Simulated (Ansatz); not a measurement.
HfS$_{2}$:
```
HfS2
1.0
    3.65149     0.00000     0.00000
   -1.82575     3.16229     0.00000
    0.00000     0.00000    32.00000
Hf S
1 2
Direct
  0.00000   0.00000   0.50000
  0.33333   0.66667   0.45480
  0.66667   0.33333   0.54520
```
The layer is periodic in x and y and isolated along z.

Relaxed with PBE. Special points in fractions of this cell's reciprocal vectors: Γ (0.000, 0.000, 0.000); M (0.500, 0.000, 0.000); K (0.333, 0.333, 0.000).

Question: List the band energies nearest the valence-band maximum at these points for the program Ansatz at the PBE with spin–orbit coupling level (PAW).

Answer: In eV from the valence-band maximum; about four levels below and three above (degenerate sets whole), none deeper than 8.9 eV; points with the same levels are listed once.

| k | below | above |
|---|---|---|
| Γ | -0.13 -0.13 0.00 0.00 | 1.98 1.98 2.02 2.02 |
| M | -1.36 -1.36 -1.07 -1.07 | 1.24 1.24 3.92 3.92 |
| K | -1.87 -1.87 -1.78 -1.78 | 2.71 2.71 3.45 3.45 |

Space group P-3m1 (1T). A layer that has been made, often on a substrate. Symmetry was held in the PBE relaxation; its stability against distortions is not shown here. No spin polarisation was allowed.

Potentials: the later of the program's two PAW sets.
